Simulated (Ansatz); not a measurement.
The start is a relaxed Sb cell, doubled along one cell vector, shaken by Gaussian noise of σ = 0.08 Å a coordinate. Cell shape, volume and atoms are optimised at zero target pressure with PBEsol (plane waves to 420 eV, PAW, scalar-relativistic; Ansatz, an electronic-structure program). First-step values are on the input's coarse k-mesh.

Ansatz input (later rounds restart from its end on a renewed k-mesh):
Ansatz 0.2 input:
```yaml
crystal:
  lattice:
    - [-1.8648727863, 1.8648727863, 1.8648727863]
    - [3.7297455726, -3.7297455726, 3.7297455726]
    - [1.8648727863, 1.8648727863, -1.8648727863]
  atoms:
    - { symbol: Sb, position: [-0.0126540633, 0.0131886509, -0.0282597563] }
    - { symbol: Sb, position: [0.0090590828, 0.4954458696, -0.0382587179] }
basis: { ecutwfc: 420, ecutrho_ratio: 4, xc_grid: 2, fft_grid_basis: typed }
kpoints: { mp_grid: { grid: [12, 6, 12] } }
hamiltonian:
  xc: pbesol
  dispersion: none
  pseudopotentials: { azcp: { folder: ./paw }, kind: paw }
scf: { occupations: { method: fermi_dirac, width: 0.05 } }
relax: { f_tol: 0.01, max_steps: 100, cell: { stress_tol: 0.02 } }
output: { forces: true, stress: true }
```

* **Largest initial force**: 0.15 eV/Å, on Sb1, Sb2 (atoms numbered as listed)
* **Energy released**: 0.13 eV/atom
* **Relative to the parent**: It does not go back: it reaches Pm-3m (No. 221), AFLOW prototype A_cP1_221_a (A_h), 0.15 eV/atom below the parent
* **Shortest distances (start → end)**: The closest pairs of elements (up to four, under 3.6 Å), start → end: Sb–Sb 3.10 → 3.06 Å
* **Band gap at the end**: no gap (metallic)
* **Optimiser moves**: 31

Relaxed structure:

```cif
data_Sb
_chemical_formula_sum 'Sb1'
_space_group_name_H-M_alt 'Pm-3m'
_space_group_IT_number 221
_space_group_name_Hall '-P 4 2 3'
_cell_length_a 3.05937
_cell_length_b 3.05937
_cell_length_c 3.05937
_cell_angle_alpha 90.000
_cell_angle_beta 90.000
_cell_angle_gamma 90.000
loop_
_atom_site_label
_atom_site_type_symbol
_atom_site_symmetry_multiplicity
_atom_site_Wyckoff_symbol
_atom_site_fract_x
_atom_site_fract_y
_atom_site_fract_z
_atom_site_occupancy
Sb1 Sb 1 b 0.50000 0.50000 0.50000 1
```

Final values are on a 15×15×15 k-mesh of the relaxed cell. No spin polarisation in the result. The relaxed primitive cell holds an odd number of electrons. A magnetic state may lie lower.

The run could not lose the symmetry of its start: the end is stationary, and may be a saddle point rather than a minimum.

The relaxed structure here is a generated cell of Sb: the first start was made by placing the elements on the sites of a structure type, and the end was not matched to a known phase here, so it may be hypothetical. Known forms of Sb include space group No. 166.
